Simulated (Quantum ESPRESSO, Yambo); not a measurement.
Ba$_{2}$NF (space group R-3m, No. 166) under isotropic strain (on all lattice vectors), counted from the cell relaxed with PBEsol, atoms relaxed at each step. PBEsol (pw.x of Quantum ESPRESSO, ONCV potentials, scalar-relativistic); G0W0 in Yambo (4×4×4 Γ-centred k mesh, 134 bands and a 7 Ry block in the screening, 134 bands in G with the Bruneval-Gonze terminator, plasmon pole fitted at 27.2 eV).

| strain s (%) | PBEsol direct gap at F (eV) | G0W0 direct gap at F (eV) |
|---|---|---|
| -3 | ? | ? |
| -1.5 | 0.782 | 1.558 |
| -0.7 | 0.843 | 1.633 |
| 0 | 0.894 | 1.695 |
| +1 | 0.963 | 1.772 |
| +2 | 1.027 | 1.852 |

Problem. Fit a parabola in s to each column by least squares and predict the withheld row.

Solution. PBEsol: E = 0.894 + 0.0712 s − 0.0024 s² (largest residual 0 meV), giving 0.659 eV at s = -3; the run gave 0.657 eV, a miss of 2 meV. G0W0: E = 1.693 + 0.0849 s − 0.0030 s² (largest residual 3 meV), giving 1.411 eV at s = -3; the run gave 1.384 eV, a miss of 27 meV. The withheld row lies outside the fitted range, so this is an extrapolation. The GW settings are held fixed; their convergence isn't established. The screening block changes size along the series (155 vectors at -3 %, 191 vectors at -1.5 %, 191 vectors at -0.7 %, 203 vectors at +0 %, 209 vectors at +1 %, 221 vectors at +2 %), which puts steps into the G0W0 values. 

The structure is a Materials Project entry; no match was found in the copy of COD used, and its stability was not checked.
